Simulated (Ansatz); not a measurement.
According to plane-wave PAW PBEsol (Ansatz code), Ag in the hexagonal phase (P6/mmm; Ag on 2e, Ag on 2d, Ag on 3f) relaxes to a = 5.263 Å, c = 5.138 Å.

Electronic character: metallic (no gap).

The relaxed-ion elastic constants in GPa are C11 = 161, C12 = 92.0, C13 = 59.5, C33 = 200, C44 = -61.4.

The start of the workflow was typed in or built on a structure type; neither database checked (COD, Materials Project) lists it. It is not the phase usual at ambient conditions (space group No. 225). The PBEsol relaxation kept the symmetry of its start. At this level the phase is mechanically unstable. The run is not spin-polarised. As this level gives no gap, shear constants depend on the k-mesh and smearing (Fermi–Dirac, 0.1 eV here). Axis ratios of metals converge slowly with the k-mesh, so a and c are less sure than the volume. Scalar-relativistic: spin–orbit coupling is off unless named, which matters more the heavier the elements.

Potentials: the later of the program's two PAW sets.
